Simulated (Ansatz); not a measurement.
# Relaxing Ga (alpha)

**What was measured.** A cell as deposited of orthorhombic Ga (space group Cmce), temperature not stated, from the Crystallography Open Database (1963), has axes, shortest first, 4.511, 4.517, 7.645 Å and 19.47 Å³/atom.

The computed numbers are results of HSE06, scalar-relativistic (no spin polarisation) in the plane-wave PAW code Ansatz at 420 eV, Γ-centred 6×6×6 mesh, 0.05 eV Gaussian smearing. The datasets are Ansatz's generated set soft_2.

Starting cell, 1 % over the database's volume:

```yaml
crystal:
  lattice:
    - [2.26150, -3.83050, 0.00000]
    - [2.26150, 3.83050, 0.00000]
    - [0.00000, 0.00000, 4.52400]
  atoms:
    - { symbol: Ga, position: [0.34510, 0.65490, 0.58100] }
    - { symbol: Ga, position: [0.65490, 0.34510, 0.41900] }
    - { symbol: Ga, position: [0.84510, 0.15490, 0.91900] }
    - { symbol: Ga, position: [0.15490, 0.84510, 0.08100] }
```

The runs in order:

```
run  level  k-mesh                                   kind  V (Å³/atom)  P (GPa)  E − E(final) (meV/atom)  gap on the mesh (eV)
  1    PBE   6×6×4                 cell and atoms relaxed        20.31      0.0                        –                 metal
  2  HSE06   6×6×6                             fixed cell        20.31     -1.9                      5.3                 metal
  3  HSE06   6×6×6  shape and atoms relaxed, volume fixed        20.06     -1.4                      2.1                 metal
  4  HSE06   6×6×6  shape and atoms relaxed, volume fixed        19.46      0.4                      0.1                 metal
  5  HSE06   6×6×6  shape and atoms relaxed, volume fixed        19.59      0.0                      0.0                 metal
```

The volume is at zero pressure for this level.

The final structure (symmetry read at 0.01 Å). Symmetry: Cmce, No. 64, orthorhombic system. Conventional cell: a = 4.483 Å, b = 7.668 Å, c = 4.558 Å, α = 90.00°, β = 90.00°, γ = 90.00°. Around Ga (site symmetry m) lie 7 Ga at 2.50 to 2.77 Å. (Neighbours are counted to 15 % beyond the shortest distance.)

```csv
atom,site,symmetry,x,y,z
Ga,8f,m..,0.5000,0.1553,0.5826
```

At the final geometry the gap, band path included, is zero (metallic). The runs in the table took roughly 30 core-minutes.

**Against experiment.** HSE06 gives 4.483, 4.558, 7.668 Å and 19.59 Å³/atom, +0.6 % in volume (+0.2 % in length) from the database's cell. The axes miss by −0.6 %, +0.9 %, +0.3 %, so errors cancel in the volume. 

Pressures of hybrids are less tightly converged. For a metal under a hybrid functional this mesh is coarse.
